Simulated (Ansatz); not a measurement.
## Wurtzite alloy of ZnSe and CdSe (9 of 48 Zn sites exchanged), 96 atoms

Ansatz, PAW, plane waves. PBEsol relaxation of cell lengths and atoms (angles held) at the single k point (¼, ¼, ¼) without its symmetry partners; single points on the relaxed atoms at the single k point (¼, ¼, ¼) without its symmetry partners, onto which points of the small cell's zone fold. Arrangement: random. No spin–orbit coupling unless named.

Relaxed structure:

```cif
data_structure
_symmetry_space_group_name_H-M 'P 1'
_symmetry_Int_Tables_number 1
_cell_length_a 12.1034
_cell_length_b 13.9761
_cell_length_c 13.2545
_cell_angle_alpha 90.000
_cell_angle_beta 90.000
_cell_angle_gamma 90.000
_cell_volume 2242.11
loop_
_atom_site_label
_atom_site_type_symbol
_atom_site_fract_x
_atom_site_fract_y
_atom_site_fract_z
_atom_site_occupancy
Zn1 Zn 0.99826 0.16868 0.99859 1
Zn2 Zn 0.33648 0.17119 0.00026 1
Zn3 Zn 0.33492 0.16732 0.50012 1
Zn4 Zn 0.16787 0.41490 0.99763 1
Zn5 Zn 0.17116 0.41866 0.50343 1
Zn6 Zn 0.99843 0.66213 0.99589 1
Zn7 Zn 0.00536 0.66269 0.50679 1
Zn8 Zn 0.66631 0.16698 0.99958 1
Zn9 Zn 0.66363 0.17026 0.49933 1
Zn10 Zn 0.50335 0.41232 0.00042 1
Zn11 Zn 0.49778 0.41214 0.49998 1
Zn12 Zn 0.33387 0.66328 0.50420 1
Zn13 Zn 0.17074 0.91605 0.50737 1
Zn14 Zn 0.82943 0.41538 0.99488 1
Zn15 Zn 0.83178 0.41701 0.50622 1
Zn16 Zn 0.66586 0.66723 0.99873 1
Zn17 Zn 0.50320 0.92289 0.99604 1
Zn18 Zn 0.50018 0.92282 0.50253 1
Zn19 Zn 0.83018 0.91682 0.99792 1
Zn20 Zn 0.17091 0.08709 0.25036 1
Zn21 Zn 0.16906 0.08632 0.75034 1
Zn22 Zn 0.00009 0.33463 0.75312 1
Zn23 Zn 0.49977 0.08828 0.25023 1
Zn24 Zn 0.50062 0.08602 0.74882 1
Zn25 Zn 0.33654 0.33383 0.25045 1
Zn26 Zn 0.33485 0.33315 0.74988 1
Zn27 Zn 0.16941 0.57838 0.25408 1
Zn28 Zn 0.16689 0.58134 0.74717 1
Zn29 Zn 0.99969 0.83228 0.75119 1
Zn30 Zn 0.82819 0.08397 0.24404 1
Zn31 Zn 0.83081 0.08476 0.75515 1
Zn32 Zn 0.66306 0.33110 0.25166 1
Zn33 Zn 0.66549 0.33228 0.74856 1
Zn34 Zn 0.49935 0.57837 0.25011 1
Zn35 Zn 0.50075 0.58032 0.74986 1
Zn36 Zn 0.33671 0.83436 0.74400 1
Zn37 Zn 0.83340 0.58305 0.75345 1
Zn38 Zn 0.66018 0.83821 0.24331 1
Zn39 Zn 0.66512 0.83543 0.75504 1
Cd1 Cd 0.00289 0.16734 0.50214 1
Cd2 Cd 0.33480 0.66297 0.99760 1
Cd3 Cd 0.16666 0.92013 0.99307 1
Cd4 Cd 0.66240 0.66658 0.50266 1
Cd5 Cd 0.83089 0.91826 0.50178 1
Cd6 Cd 0.99981 0.33231 0.24777 1
Cd7 Cd 0.99906 0.83288 0.25199 1
Cd8 Cd 0.33937 0.83361 0.25820 1
Cd9 Cd 0.83038 0.58485 0.24806 1
Se1 Se 0.00011 0.15619 0.18339 1
Se2 Se 0.99869 0.16691 0.69890 1
Se3 Se 0.33480 0.17000 0.18619 1
Se4 Se 0.33448 0.16779 0.68565 1
Se5 Se 0.17717 0.41810 0.18248 1
Se6 Se 0.16779 0.41489 0.68849 1
Se7 Se 0.01192 0.66007 0.17940 1
Se8 Se 0.00012 0.66560 0.69088 1
Se9 Se 0.66415 0.16862 0.18486 1
Se10 Se 0.66756 0.16688 0.68543 1
Se11 Se 0.50133 0.41448 0.18615 1
Se12 Se 0.50024 0.41529 0.68542 1
Se13 Se 0.33381 0.65843 0.19383 1
Se14 Se 0.33473 0.66494 0.68963 1
Se15 Se 0.17049 0.92555 0.18873 1
Se16 Se 0.16646 0.91839 0.69265 1
Se17 Se 0.82112 0.41115 0.17835 1
Se18 Se 0.83265 0.41676 0.69136 1
Se19 Se 0.65367 0.67292 0.18363 1
Se20 Se 0.66657 0.66835 0.69912 1
Se21 Se 0.50411 0.92745 0.18014 1
Se22 Se 0.50323 0.91984 0.68729 1
Se23 Se 0.82436 0.91947 0.18258 1
Se24 Se 0.83246 0.91793 0.69871 1
Se25 Se 0.17700 0.07762 0.43539 1
Se26 Se 0.16839 0.09764 0.93378 1
Se27 Se 0.00139 0.34468 0.44414 1
Se28 Se 0.99855 0.33476 0.93895 1
Se29 Se 0.49953 0.08654 0.43614 1
Se30 Se 0.50022 0.08769 0.93449 1
Se31 Se 0.33166 0.33169 0.43647 1
Se32 Se 0.33551 0.33538 0.93561 1
Se33 Se 0.16891 0.58271 0.43958 1
Se34 Se 0.15827 0.57719 0.93071 1
Se35 Se 0.00988 0.82776 0.44822 1
Se36 Se 0.99026 0.82748 0.93560 1
Se37 Se 0.82425 0.09082 0.42794 1
Se38 Se 0.83221 0.08368 0.93985 1
Se39 Se 0.66690 0.33571 0.43767 1
Se40 Se 0.66624 0.33015 0.93365 1
Se41 Se 0.49032 0.57498 0.43475 1
Se42 Se 0.51069 0.57455 0.93376 1
Se43 Se 0.33650 0.83179 0.45432 1
Se44 Se 0.34513 0.83727 0.92799 1
Se45 Se 0.84193 0.58072 0.44466 1
Se46 Se 0.83065 0.58219 0.93875 1
Se47 Se 0.65459 0.83829 0.42737 1
Se48 Se 0.66488 0.83374 0.93902 1
```

Problem. What are the mean bond lengths by pair (pairs within 1.2 times the sum of covalent radii, less contacts 15 % beyond the pair's median; cation–cation pairs of compounds aside; long ionic contacts are cut short by that bound)?

Solution. Cd–Se 2.602 ± 0.006 Å (standard deviation, 36 bonds); Se–Zn 2.449 ± 0.013 Å (standard deviation, 156 bonds).

Problem. What gap lies between the top filled and the lowest empty level in the single points?

Solution. HSE06 3.29 eV (3.4 min on NVIDIA GB300). Away from Γ this isn't the crystal's band gap.
